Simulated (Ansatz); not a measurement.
A crystal relaxed with r2SCAN in the PAW code Ansatz has space group Pm (No. 6) and a = 7.809 Å, b = 2.992 Å, c = 7.835 Å, β = 119.9°.

```csv
atom,site,x,y,z
Si,1b,0.7702,0.5000,0.5975
Si,1a,0.5932,0.0000,0.8224
Si,1a,0.1705,0.0000,0.7649
Xx,1b,0.8236,0.5000,0.2281
Xx,1b,0.4047,0.5000,0.1699
Xx,1a,0.2376,0.0000,0.4136
N,1b,0.6699,0.5000,0.3430
N,1a,0.3368,0.0000,0.6786
N,1b,0.0293,0.5000,0.6976
N,1a,0.7030,0.0000,0.6723
N,1a,0.3191,0.0000,0.0183
N,1b,0.6622,0.5000,0.9576
N,1a,0.9710,0.0000,0.2982
N,1b,0.3088,0.5000,0.3380
```

With r2SCAN the valence top lies at Γ–Z (0.30 of the way from Γ) and the conduction bottom at Γ, 3.90 eV higher; the smallest vertical gap, at Γ, is 3.96 eV. The HSE06 gap is indirect, 4.91 eV (Γ–Z (0.30 of the way from Γ) to Γ), below the direct gap of 4.98 eV at Γ. With PBE the valence top lies at Γ–Z (0.30 of the way from Γ) and the conduction bottom at Γ, 3.38 eV higher; the smallest vertical gap, at Γ, is 3.44 eV. Meshes: r2SCAN 4×8×4, HSE06 2×6×2, PBE 4×8×4. r2SCAN's ε∞ is 4.3, 4.4 and 4.3 along x, y and z.

Question: Which element is Xx?
A. Pb
B. Sn
C. Ge
D. C

Answer: C. Xx is Ge: Si3Ge3N8 on the sites of β-Si3N4 (relaxed group Pm). Si is surrounded by 4 N at 1.74–1.78 Å; Si is surrounded by 4 N at 1.74–1.77 Å; Si is surrounded by 4 N at 1.73–1.78 Å; Ge is surrounded by 4 N at 1.80–1.85 Å; Ge is surrounded by 4 N at 1.81–1.83 Å; Ge is surrounded by 4 N at 1.80–1.82 Å; N is surrounded by 1 Si at 1.74 Å and 2 Ge at 1.82–1.83 Å; N is surrounded by 2 Si at 1.74 Å and 1 Ge at 1.82 Å (further sites aren't listed).

Simulation only: spin-unpolarised, and no claim that this is the phase found in nature.

Spin-orbit coupling is left out.

Where an edge lies off the special points, it is a point of the mesh or the k point where a search put PBE's edge or least direct gap, reused for the other functionals, whose own edges may lie a little apart; PBE's own value is read along its path and can be a few hundredths of an eV high.

The meshes of the hybrids are coarse, so their gaps aren't converged to the digits shown.

For a response run the program warns that the ground state's bands aren't all converged, so ε∞ carries an extra error.
